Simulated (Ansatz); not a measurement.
HfC (zinc blende, F-43m), PBEsol in the plane-wave PAW code Ansatz. The conduction-band minimum lies at W, with 6 equivalent valleys. Second derivatives d²E/dk² of the lowest band at one valley (eV·Å²), along Cartesian directions:

```json
[
 {"direction": "[100]", "d²E/dk²": "18.98"},
 {"direction": "[010]", "d²E/dk²": "2.462"},
 {"direction": "[001]", "d²E/dk²": "18.98"},
 {"direction": "[110]", "d²E/dk²": "10.72"},
 {"direction": "[101]", "d²E/dk²": "18.98"},
 {"direction": "[011]", "d²E/dk²": "10.72"}
]
```

### Question
Find the principal effective masses, the density-of-states mass and the conductivity mass.

### Answer
Off-diagonal terms follow from H_xy = H[110] − (H_xx + H_yy)/2, and m*/mₑ = 7.620 eV·Å² over each eigenvalue: 0.40, 0.40, 3.1. One valley's DOS mass (m₁m₂m₃)^(1/3) = 0.79, conductivity mass 3/(Σ 1/mᵢ) = 0.57 mₑ.

### Question
What effective density of states Nc follows at 300 K for parabolic valleys?

### Answer
Nc = 2.509e19 × 6 × (0.79)^(3/2) ≈ 1.1e20 cm⁻³.

### Question
With the computed static dielectric constant 30.2 (mean of the diagonal), estimate a hydrogenic donor's binding energy and radius.

### Answer
E = 13.606 eV × 0.57/30.2² ≈ 8.5 meV; a = 0.529 Å × ε/m* ≈ 28 Å. Semilocal masses tend to be too small when the gap is underestimated.

### Question
With ε∞ = 22.4 and ω_LO = 648 cm⁻¹, what Fröhlich coupling constant follows?

### Answer
α = (1/ε∞ − 1/ε0) √(m* × 13.606 eV/ħω_LO) = 0.11.

The start of the workflow was typed in or built on a structure type; neither database checked (COD, Materials Project) lists it. It is not the phase usual at ambient conditions (space group No. 225). Symmetry was held in the PBEsol relaxation; whether a distortion lowers the energy is not shown. The run is not spin-polarised. Scalar-relativistic: spin–orbit coupling is off unless named, which matters more the heavier the elements.

Potentials: the later of the program's two PAW sets.
